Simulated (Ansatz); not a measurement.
GaAs (zinc blende), conventional cell a = b = c = 5.746 Å, α = β = γ = 90.00°. The calculation uses the primitive cell of 2 atoms, to which meshes and values per cell refer.

The relaxed cell is deformed in two ways at once: its volume V is scaled, and at that volume it is stretched along z (the c axis of the conventional cell) so that c/a changes. Fractional atomic positions are held.

Calculation: PBE (plane waves to 420 eV, PAW, scalar-relativistic; Ansatz, a quantum-chemistry and plane-wave program). k mesh 10×10×10 (Γ-centred), Fermi-Dirac smearing 0.05 eV. The energy includes the smearing's −TS. GaAs was relaxed with its symmetry unable to fall. The PAW data are Ansatz's earlier set. ΔE is measured from the relaxed starting cell.

### Question
What ΔE (kJ/mol of atoms) does the calculation give at all points of the grid V/V₀ = 0.960, 0.980, 1.000, 1.020, 1.040 by (c/a)/(c/a)₀ = 0.880, 0.940, 1.000, 1.060, 1.120?

### Answer
ΔE (kJ/mol of atoms), with V/V₀ across and (c/a)/(c/a)₀ down:

| (c/a)/(c/a)₀ \ V/V₀ | 0.960 | 0.980 | 1.000 | 1.020 | 1.040 |
|---|---|---|---|---|---|
| 0.880 | 4.41 | 3.91 | 3.79 | 4.00 | 4.52 |
| 0.940 | 1.69 | 1.14 | 0.97 | 1.14 | 1.62 |
| 1.000 | 0.75 | 0.18 | 0.00 | 0.16 | 0.63 |
| 1.060 | 1.73 | 1.17 | 1.00 | 1.16 | 1.64 |
| 1.120 | 4.69 | 4.15 | 3.99 | 4.17 | 4.66 |

(Under strain, the slope of the energy per volume gives the stress and its curvature an elastic modulus.)
